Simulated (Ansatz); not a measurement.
SrMoO₄ in space group I4_1/a (No. 88; Sr on 4a, Mo on 4b, O on 16f) at seven volumes, PBEsol in the plane-wave PAW code Ansatz, shape and atoms relaxed at each. One row is withheld.

```csv
V (Å³/atom),P (GPa)
13.070,?
13.501,5.11
13.932,2.33
14.363,0.01
14.794,-1.93
15.225,-3.57
15.656,-4.93
```

Problem. Fit the shown pressures and predict the withheld one.

Solution. Third-order Birch–Murnaghan: P = (3/2)B₀(x^(7/2) − x^(5/2))[1 + (3/4)(B′ − 4)(x − 1)] with x = (V₀/V)^(2/3). Least squares on the six rows gives V₀ = 14.365 Å³/atom, B₀ = 70.71 GPa, B′ = 4.90. At V = 13.070, x = 1.0650 and P = 8.43 GPa. The run itself gave 8.35 GPa.

The workflow started from a Materials Project entry (that database holds measured and hypothetical structures alike); the Crystallography Open Database files this formula in space group No. 88, but the cells were not matched. Whether it is the stable phase at ambient conditions was not checked. Symmetry was held in the PBEsol relaxation; its stability against distortions is not shown here. No spin polarisation was allowed. No Hubbard U is applied.

Potentials: the later of the program's two PAW sets.
